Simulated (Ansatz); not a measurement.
YN (rock salt, Fm-3m), PBE in the plane-wave PAW code Ansatz. The conduction-band minimum lies at X, with 3 equivalent valleys. Second derivatives d²E/dk² of the lowest band at one valley (eV·Å²), along Cartesian directions:

```csv
direction,d²E/dk²
[100],5.901
[010],69.16
[001],69.16
[110],37.58
[101],37.58
[011],69.12
```

Question: Find the principal effective masses, the density-of-states mass and the conductivity mass.

Answer: Off-diagonal terms follow from H_xy = H[110] − (H_xx + H_yy)/2, and m*/mₑ = 7.620 eV·Å² over each eigenvalue: 0.11, 0.11, 1.3. One valley's DOS mass (m₁m₂m₃)^(1/3) = 0.25, conductivity mass 3/(Σ 1/mᵢ) = 0.16 mₑ.

Question: What effective density of states Nc follows at 300 K for parabolic valleys?

Answer: Nc = 2.509e19 × 3 × (0.25)^(3/2) ≈ 9.4e18 cm⁻³.

The cell was relaxed with PBE under the symmetry of its start. The run is not spin-polarised. Scalar-relativistic: spin–orbit coupling is off unless named, which matters more the heavier the elements.

Potentials: the later of the program's two PAW sets.

Edges and masses are those of Kohn–Sham bands, whose gap is no quasiparticle gap.
